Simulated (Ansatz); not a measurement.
Notes on MgI2

```
CELL_PARAMETERS angstrom
4.15734 0.00000 0.00000
-2.07867 3.60036 0.00000
0.00000 0.00000 6.86801
ATOMIC_POSITIONS crystal
Mg 0.00000 0.00000 0.00000
I 0.33330 0.66670 0.75763
I 0.66670 0.33330 0.24237
```

Method: r2SCAN, no spin polarisation; PAW, plane waves to 500 eV, 7×7×4 Γ-centred mesh, fermi-dirac occupations (width 0.1 eV) (Ansatz 0.2.0), atoms fixed.

Task: What do density and ELF say about some of the short contacts?

Result: Mg–I at 2.92 Å: least valence density 0.14 e/Å³ and ELF 0.06 there, a closed-shell (ionic or weak) contact. Both are smooth PAW fields, read partly inside the augmentation spheres.

Task: Metal or insulator? Give the gap.

Result: The gap is 4.12 eV, indirect (the least direct gap found is 4.51 eV).

Task: Give the Bader charges.

Result: Bader charges in e: Mg +1.68, I -0.84. In the mean Mg gives up most and I takes most.

Task: What is the formation energy?

Result: -1.23 eV an atom against the elements' usual phases (free molecules for gases, crystals otherwise, with no correction for O₂ or N₂), so it is bound against them; other compounds may still compete. Relaxing would lower it.

Task: Are the atoms at rest?

Result: Nearly at rest: the largest force is 0.009 eV/Å.

Task: What does the stress say?

Result: The pressure is 0.7 GPa (compression positive), so with the atoms held at these fractions the cell would first expand.

Origin: a database entry at a rescaled volume. Caveats: no spin-orbit coupling, which can shift this gap by tenths of an eV.
